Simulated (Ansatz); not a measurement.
Total density of states per atom from DFT-PBEsol in the program Ansatz with PAW potentials, in 0.25 eV bins, energy from the valence-band maximum:

(E (eV), states/eV/atom): (-6.72, 0.00); (-6.47, 0.08); (-6.22, 0.57); (-5.97, 0.54); (-5.72, 1.03); (-5.47, 0.98); (-5.22, 1.10); (-4.97, 0.96); (-4.72, 0.81); (-4.47, 1.04); (-4.22, 1.45); (-3.97, 1.37); (-3.72, 1.07); (-3.47, 0.78); (-3.22, 0.82); (-2.97, 0.80); (-2.72, 0.80); (-2.47, 0.68); (-2.22, 0.81); (-1.97, 0.84); (-1.72, 0.71); (-1.47, 0.73); (-1.22, 0.93); (-0.97, 0.97); (-0.72, 0.93); (-0.47, 0.96); (-0.22, 0.81); (0.03, 0.09); (0.28, 0.00); (0.53, 0.00); (0.78, 0.00); (1.03, 0.00); (1.28, 0.00); (1.53, 0.00); (1.78, 0.00); (2.03, 0.00); (2.28, 0.00); (2.53, 0.00); (2.78, 0.00); (3.03, 0.10); (3.28, 0.50); (3.53, 0.53); (3.78, 0.77); (4.03, 0.84); (4.28, 0.59); (4.53, 0.49); (4.78, 0.19); (5.03, 0.00); (5.28, 0.00); (5.53, 0.00); (5.78, 0.02); (6.03, 0.08); (6.28, 0.15); (6.53, 0.21); (6.78, 0.22); (7.03, 0.20); (7.28, 0.34); (7.53, 0.32)

### Question
Which compound is it?
A) Ti3C2O2, P-3m1 (O on 2c, Ti on 2d, C on 2d, Ti on 1a)
B) LaWN3, Amm2 (Pearson symbol oS20)
C) CrO2, rutile
D) ZnWO4, P2/c (Zn on 2f, W on 2e, O on 4g, O on 4g)

### Answer
D, ZnWO4, P2/c (Zn on 2f, W on 2e, O on 4g, O on 4g). Top 1 eV of the valence band: O 2p 87 %, Zn 3d 9 %. Bottom 1 eV of the conduction band: W 5d 63 %, O 2p 27 %. Projections are on Löwdin-orthogonalised atomic valence shells; empty p or d shells of many metals are not among them.

The workflow started from a Materials Project entry (that database holds measured and hypothetical structures alike); the Crystallography Open Database files this formula in space group No. 13, but the cells were not matched. Its standing as an ambient phase is unchecked. Symmetry was held in the PBEsol relaxation; whether a distortion lowers the energy is not shown. The run is not spin-polarised. No Hubbard U is applied. Scalar-relativistic: spin–orbit coupling is off unless named, which matters more the heavier the elements.

Potentials: the later of the program's two PAW sets.
